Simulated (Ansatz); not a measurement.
## Optical constants of Zn3AsN

All numbers below come from DFT PBE, scalar-relativistic, plane waves, PAW (Ansatz). Settings: 420 eV plane-wave cutoff, Γ-centred 8×8×8 mesh, Fermi-Dirac smearing of 0.15 eV. No spin polarisation.

Equilibrium structure at this level:
```xyz
5
Lattice="4.1734 0.0000 0.0000 0.0000 4.1734 0.0000 0.0000 0.0000 4.1734" Properties=species:S:1:pos:R:3 pbc="T T T"
Zn    0.0000    2.0867    2.0867
Zn    2.0867    0.0000    2.0867
Zn    2.0867    2.0867    0.0000
As    0.0000    0.0000    0.0000
N     2.0867    2.0867    2.0867
```

The cell was built by swapping an element in a database structure (itself possibly hypothetical) and relaxing; it need not be the stable form of this composition. In a metal these results depend on the k mesh and the smearing. A semilocal functional can close a gap that the real compound has.

Independent-particle response (no local fields, no excitons) on a 14×14×14 mesh, broadened by 0.1 eV; the Drude term is undamped and its weight carries the smearing above, which sets much of it in a semimetal. The run couldn't bound its error over part or most of this range, so small peaks and near ties are unsure. Light polarised along z. ε₁ lacks the small share of bands above those solved.

Task: Tabulate n, κ, the reflectivity and the absorption coefficient against photon energy.

Result:
```csv
E (eV),n,κ,R,α (10⁵ cm⁻¹)
0.1,0.47,25.70,1.00,2.61
0.5,2.51,2.92,0.52,1.48
0.9,4.41,1.86,0.46,1.70
1.3,4.62,2.08,0.49,2.74
1.7,4.34,2.42,0.50,4.17
2.1,4.07,2.44,0.49,5.20
2.5,4.34,2.70,0.52,6.85
2.9,3.71,3.59,0.58,10.54
3.3,2.58,3.23,0.56,10.81
3.7,2.48,3.02,0.53,11.32
4.1,2.23,2.67,0.49,11.11
4.5,2.37,2.62,0.48,11.97
4.9,1.56,2.67,0.54,13.28
5.3,2.00,2.48,0.47,13.30
5.7,1.53,2.81,0.57,16.24
6.1,1.21,2.62,0.59,16.23
6.5,0.91,2.43,0.62,15.99
6.9,0.80,2.13,0.59,14.86
7.3,0.78,2.03,0.57,15.03
7.7,0.70,1.81,0.55,14.11
8.1,0.68,1.73,0.53,14.18
8.5,0.71,1.61,0.49,13.88
8.9,0.59,1.55,0.52,14.01
9.3,0.57,1.43,0.50,13.43
9.7,0.53,1.29,0.47,12.71
10.1,0.59,1.17,0.40,11.97
10.5,0.65,1.15,0.36,12.29
10.9,0.67,1.07,0.32,11.87
11.3,0.78,1.12,0.29,12.82
11.7,0.70,1.22,0.36,14.43
```

Task: Where is the highest local maximum of ε₂ between 0.3 and 12 eV?

Result: At 2.9 eV, where ε₂ = 26.6.